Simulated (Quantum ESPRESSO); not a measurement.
```
CELL_PARAMETERS angstrom
     -1.94817     1.94817     3.23201
      1.94817    -1.94817     3.23201
      1.94817     1.94817    -3.23201
ATOMIC_POSITIONS crystal
  C  0.59784 0.59784 0.00000
  C  0.40216 0.40216 0.00000
  Ca 0.00000 0.00000 0.00000
```

The PBEsol cell relaxed from Materials Project entry mp-2482 was given an isotropic strain of +2 % on all lattice vectors, and the atoms were relaxed again.

Question: What does PBEsol (Quantum ESPRESSO, PseudoDojo norm-conserving, 82 Ry, no spin-orbit coupling) give for the electronic structure near the Fermi level?

Answer: The PBEsol gap is indirect, 1.24 eV, from 90 % of the way from Γ to Z to X; the smallest direct gap is 2.28 eV. 

The structure is a Materials Project entry; no match was found in the copy of COD used, and its stability was not checked.
